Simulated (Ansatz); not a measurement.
# Structure relaxation, TiSi2

The start is a generated trial cell of TiSi2 in the AFLOW prototype AB2_hP12_194_f_ah (C14, as in MgZn2). A full variable-cell relaxation at zero pressure is run with r2SCAN (plane waves to 500 eV, PAW, scalar-relativistic; Ansatz, a quantum-chemistry and plane-wave program). First-step values are on the input's coarse k-mesh.

Ansatz input (later rounds restart from its end on a renewed k-mesh):
Ansatz 0.2 input:
```yaml
crystal:
  lattice:
    - [4.9665324, 0, 0]
    - [-2.4832662, 4.3011432, 0]
    - [0, 0, 8.1453794]
  atoms:
    - { symbol: Ti, position: [0.33333333, 0.66666667, 0.06286] }
    - { symbol: Ti, position: [0.66666667, 0.33333333, 0.56286] }
    - { symbol: Ti, position: [0.66666667, 0.33333333, 0.93714] }
    - { symbol: Ti, position: [0.33333333, 0.66666667, 0.43714] }
    - { symbol: Si, position: [0, 0, 0] }
    - { symbol: Si, position: [0, 0, 0.5] }
    - { symbol: Si, position: [0.830485, 0.169515, 0.25] }
    - { symbol: Si, position: [0.66097, 0.830485, 0.75] }
    - { symbol: Si, position: [0.830485, 0.66097, 0.25] }
    - { symbol: Si, position: [0.169515, 0.830485, 0.75] }
    - { symbol: Si, position: [0.33903, 0.169515, 0.25] }
    - { symbol: Si, position: [0.169515, 0.33903, 0.75] }
basis: { ecutwfc: 500, ecutrho_ratio: 4, xc_grid: 4, fft_grid_basis: typed }
kpoints: { mp_grid: { grid: [5, 5, 3] } }
hamiltonian:
  xc: r2scan
  dispersion: none
  pseudopotentials: { azcp: { folder: ./paw }, kind: paw }
scf: { occupations: { method: fermi_dirac, width: 0.05 } }
relax: { f_tol: 0.01, max_steps: 100, cell: { stress_tol: 0.02 } }
output: { forces: true, stress: true }
```

Initial pressure: -9 GPa (negative: the cell is under tension)
Outcome: The space group stays P6₃/mmc (No. 194) (the run could not lower it); the end is AFLOW prototype AB2_hP12_194_f_ah (C14, as in MgZn2), with 12 atoms in the primitive cell
Energy released: 0.04 eV/atom
Shortest distances (start → end): The closest pairs of elements (up to four, under 3.6 Å), start → end: Si–Si 2.44 → 2.36 Å; Si–Ti 2.91 → 2.78 Å; Ti–Ti 3.04 → 2.97 Å
Band gap at the end: zero (metallic)
Optimiser moves: 6

It ends as:

```cif
data_Si8Ti4
_chemical_formula_sum 'Ti4 Si8'
_space_group_name_H-M_alt 'P63/mmc'
_space_group_IT_number 194
_space_group_name_Hall '-P 6c 2c'
_cell_length_a 4.88592
_cell_length_b 4.88592
_cell_length_c 7.82530
_cell_angle_alpha 90.000
_cell_angle_beta 90.000
_cell_angle_gamma 120.000
loop_
_atom_site_label
_atom_site_type_symbol
_atom_site_symmetry_multiplicity
_atom_site_Wyckoff_symbol
_atom_site_fract_x
_atom_site_fract_y
_atom_site_fract_z
_atom_site_occupancy
Ti1 Ti 4 f 0.33333 0.66667 0.05997 1
Si1 Si 2 a 0.00000 0.00000 0.00000 1
Si2 Si 6 h 0.34524 0.17262 0.25000 1
```

Final values are on a 9×9×5 k-mesh of the relaxed cell. No spin polarisation in the result.

The run could not lose the symmetry of its start, so the end can be a saddle point.

The relaxed structure here is a generated cell of TiSi2: the first start was made by placing the elements on the sites of a structure type, and the end was not matched to a known phase here, so it may be hypothetical. Known forms of TiSi2 include space group No. 63, 70.
